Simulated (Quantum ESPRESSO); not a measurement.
# Kohn-Sham bands of VBiO$_{4}$ (P1)

```
VBiO4
1.0
    4.78990     0.00000     0.00000
    1.15494     4.66014     0.00000
    2.24666     1.76119     4.51119
V Bi O
1 1 4
Direct
  0.35338   0.64589   0.50025
  0.95005   0.04938   0.99978
  0.33000   0.92820   0.16005
  0.32318   0.27930   0.53782
  0.72159   0.67674   0.46222
  0.07181   0.67048   0.83987
```

Materials Project entry mp-1101208; symmetrised, unrelaxed at this level. Not found in the COD (Crystallography Open Database) copy used, which has the formula in other groups; not checked further. The atoms lie within 0.1 Å of the higher space group C2. Computed values, not measurements, from PBEsol: Quantum ESPRESSO (norm-conserving PseudoDojo potentials, cutoff 68 Ry, spinors with spin-orbit coupling) on a Γ-centred 4×4×4 mesh, then Wannier90. Density: 8×8×8 mesh, cold smearing 0.01 Ry.

Energies are relative to the valence-band maximum; weights are on the orthonormalised atomic waves of the pseudopotential files, averaged over the group. 52 electrons a cell are treated as valence.

| bands | from (eV) | to (eV) | filling | weight on atomic waves |
|---|---|---|---|---|
| 1–2 | -63.55 | -63.55 | filled | ? |
| 3–4 | -38.15 | -38.15 | filled | ? |
| 5–8 | -37.36 | -37.29 | filled | ? |
| 9–12 | -23.04 | -22.99 | filled | ? |
| 13–18 | -20.16 | -19.97 | filled | ? |
| 19–26 | -17.16 | -15.52 | filled | ? |
| 27–28 | -9.23 | -8.09 | filled | ? |
| 29–52 | -4.57 | 0.00 | filled | ? |

Problem. Which atomic shells make up each group?

Solution. 
- 1–2, weight on atomic waves: V 3s 97 %
- 3–4, weight on atomic waves: V 3p 98 %
- 5–8, weight on atomic waves: V 3p 97 %
- 9–12, weight on atomic waves: Bi 5d 99 %
- 13–18, weight on atomic waves: Bi 5d 97 %
- 19–26, weight on atomic waves: O 2s 83 %
- 27–28, weight on atomic waves: Bi 6s 65 %, O 2p 23 %, O 2s 8 %
- 29–52, weight on atomic waves: O 2p 78 %, V 3d 12 %, Bi 6p 5 %

The Kohn-Sham gap over both meshes and the path is 2.38 eV.
